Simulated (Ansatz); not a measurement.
## Exchange couplings of GdCu (Pm-3m)

```
Gd Cu
1.0
     0.00000    3.50200    3.50200
     3.50200    0.00000    0.00000
     0.00000    3.50200   -3.50200
Gd Cu
2 2
Direct
  0.50000 0.50000 0.00000
  0.00000 0.50000 0.50000
  0.00000 0.00000 0.00000
  0.50000 0.00000 0.50000
```

The geometry is a structure as deposited in COD, repeated to hold the magnetic orders, held fixed and not relaxed.

Settings: LDA, 6×9×6 k mesh, Fermi–Dirac smearing of 0.05 eV. PAW means Ansatz 0.2.0 on its default frozen-core files. Site moments are integrated in spheres about the atoms. Start moments (μB): Gd1 7, Gd2 -7.

Site moments (μB): Gd1 6.98, Gd2 -6.98, Cu3 0.00, Cu4 0.00. Cell moment 0.00 μB.

Couplings come from the force theorem (directions of the magnetic atoms constrained, all else relaxed) on a 6×9×6 mesh, with E = −Σ J e_i·e_j over ordered pairs of unit vectors, so positive J favours parallel moments.

| pair | count | J PAW (meV) |
| --- | --- | --- |
| Gd1–Gd at 3.50 Å, set 1 | 2 | -1.17 |
| Gd1–Gd at 3.50 Å, set 2 | 4 | -1.08 |
| Gd1–Gd at 4.95 Å, set 1 | 4 | -0.32 |
| Gd1–Gd at 4.95 Å, set 2 | 8 | -0.20 |
| Gd1–Gd at 6.07 Å | 8 | +0.94 |
| Gd1–Gd at 7.00 Å, set 1 | 4 | +0.45 |
| Gd1–Gd at 7.00 Å, set 2 | 2 | +0.58 |
| Gd1–Gd at 7.83 Å, set 1 | 8 | -0.11 |
| Gd1–Gd at 7.83 Å, set 2 | 8 | -0.02 |
| Gd1–Gd at 7.83 Å, set 3 | 8 | -0.09 |
| Gd1–Gd at 8.58 Å, set 1 | 8 | -0.18 |
| Gd1–Gd at 8.58 Å, set 2 | 16 | -0.17 |
| Gd1–Gd at 9.91 Å, set 1 | 4 | 0.00 |
| Gd1–Gd at 9.91 Å, set 2 | 8 | +0.08 |
| Gd1–Gd at 10.51 Å, set 1 | 8 | +0.03 |
| Gd1–Gd at 10.51 Å, set 2 | 2 | -0.20 |
| Gd1–Gd at 10.51 Å, set 3 | 16 | +0.05 |
| Gd1–Gd at 10.51 Å, set 4 | 4 | -0.17 |

Pairs at one distance with different couplings are listed as sets.

The program reports that this state isn't the lowest of its own couplings. The gain of the softest rotation is smaller than what its band sum leaves out of a whole turn, though, so more bands could change its sign.

The couplings come from one mesh, and their convergence in k wasn't tested.

The PAW files were made with PBE; the program remakes their cores once for the run's functional and then keeps them frozen. Without U a semilocal functional puts the f levels too near the Fermi level, which can change moments and the order of magnetic states; site and cell moments are spin moments. The Ansatz runs typed with the search for lower states off end where their start leads. Spin–orbit coupling is left out although heavy atoms are present. With open f shells a run can end in a state that isn't the lowest. These are results for the start and cell typed. The real compound can order otherwise, in a larger cell, or not at all, since semilocal functionals without spin fluctuations often overstate magnetism; near a collapse of the moment, mesh and smearing move it by tens of per cent.
